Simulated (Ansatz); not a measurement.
Here is the system:

LiNbO3 (space group R-3)

```yaml
crystal:
  lattice:
    - [2.59760, 1.49972, 4.72631]
    - [-2.59760, 1.49972, 4.72631]
    - [0.00000, -2.99945, 4.72631]
  atoms:
    - { symbol: Li, position: [0.35682, 0.35682, 0.35682] }
    - { symbol: Li, position: [0.64318, 0.64318, 0.64318] }
    - { symbol: Nb, position: [0.14446, 0.14446, 0.14446] }
    - { symbol: Nb, position: [0.85554, 0.85554, 0.85554] }
    - { symbol: O, position: [0.21570, 0.56109, 0.95688] }
    - { symbol: O, position: [0.78430, 0.43891, 0.04312] }
    - { symbol: O, position: [0.56109, 0.95688, 0.21570] }
    - { symbol: O, position: [0.43891, 0.04312, 0.78430] }
    - { symbol: O, position: [0.95688, 0.21570, 0.56109] }
    - { symbol: O, position: [0.04312, 0.78430, 0.43891] }
```

E(V) scan at fixed shape, V₀ the volume above. The atoms relax within the cell's symmetry.

Calculation: PBEsol (plane waves to 420 eV, PAW, scalar-relativistic; Ansatz, an electronic-structure program). k mesh 8×8×8 (Γ-centred), Fermi-Dirac smearing 0.05 eV. E stands for the smeared free energy. Compression counts positive. With the shape held, the modulus is that of even scaling; a crystal free to change shape is softer. LiNbO3 is run without spin polarisation. LiNbO3 was relaxed with its symmetry unable to fall. This is one of several known forms of LiNbO3; the measured ambient cells at hand have space group No. 161. The zero of ΔE is the relaxed starting cell.

The scan covers V/V₀ from 0.900 to 1.100 in 13 points.

Task: What is ΔE at V/V₀ = 1.100?

Result: 27.6 meV/atom.

Task: What is ΔE at V/V₀ = 0.900?

Result: 39.4 meV/atom.

Task: What pressure does the cell carry at V/V₀ = 0.900?

Result: 12.5 GPa.

(A scan under strain: stresses follow from slopes of the energy per volume, elastic moduli from its curvatures.)
